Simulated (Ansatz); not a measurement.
HgTe (zinc blende)

```
CELL_PARAMETERS angstrom
      0.00000     3.28672     3.28672
      3.28672     0.00000     3.28672
      3.28672     3.28672     0.00000
ATOMIC_POSITIONS crystal
  Te 0.75000 0.75000 0.75000
  Hg 0.00000 0.00000 0.00000
```

This relaxed cell (volume V₀) is scaled evenly in all directions, its shape held. Symmetry pins the atoms to their sites.

The numbers are results of r2SCAN (plane waves to 500 eV, PAW, scalar-relativistic; Ansatz, a first-principles code), not measurements. k mesh 12×12×12 (Γ-centred), Fermi-Dirac smearing 0.05 eV. E stands for the smeared free energy. Compression counts positive. At this level the bands of HgTe touch or barely overlap. HgTe was relaxed with its symmetry unable to fall. Spin-orbit coupling is left out, though Hg and Te are heavy. The PAW data are Ansatz's earlier set. The zero of ΔE is the relaxed starting cell.

Task: Estimate the ΔE (meV/atom) and P (GPa) for V/V₀ = 0.960, 0.980, 1.020, 1.040, 1.080.

Result: 
```
V/V₀   ΔE (meV/atom)  P (GPa)
-----  -------------  -------
0.960              8      1.8
0.980              2      0.9
1.020              2     -0.8
1.040              7     -1.4
1.080             24     -2.5
```

(A scan under strain: stresses follow from slopes of the energy per volume, elastic moduli from its curvatures.)
